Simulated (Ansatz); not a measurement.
Co$_{3}$C in space group Fm-3m (No. 225; C on 4a, Co on 4b, Co on 8c) at seven volumes, plane-wave PAW r²SCAN (Ansatz code), scaled uniformly. One row is withheld.

```tsv
V (Å³/atom)	P (GPa)
8.521	24.90
8.802	15.27
9.083	7.20
9.364	0.01
9.645	-5.71
9.926	?
10.207	-14.43
```

Fit the shown pressures and predict the withheld one.

P = (3/2)B₀(x^(7/2) − x^(5/2))[1 + (3/4)(B′ − 4)(x − 1)] with x = (V₀/V)^(2/3). Least squares on the six rows gives V₀ = 9.371 Å³/atom, B₀ = 209 GPa, B′ = 4.84. At V = 9.926, x = 0.9624 and P = -10.46 GPa. The run itself gave -10.90 GPa.

A made-up cell: these elements were put on the sites of a structure type; neither database checked (COD, Materials Project) lists it. Whether it is the stable phase at ambient conditions was not checked. The cell was relaxed with r²SCAN under the symmetry of its start; its stability against distortions is not shown here. Magnetic state: ferromagnetic, chosen from 3 collinear starts compared on coarse meshes (ties went to the first, and starts can fall back to one state), not a proven ground state. Other orbital occupations within this spin state were not tried.

Potentials: the earlier of the program's two PAW sets.
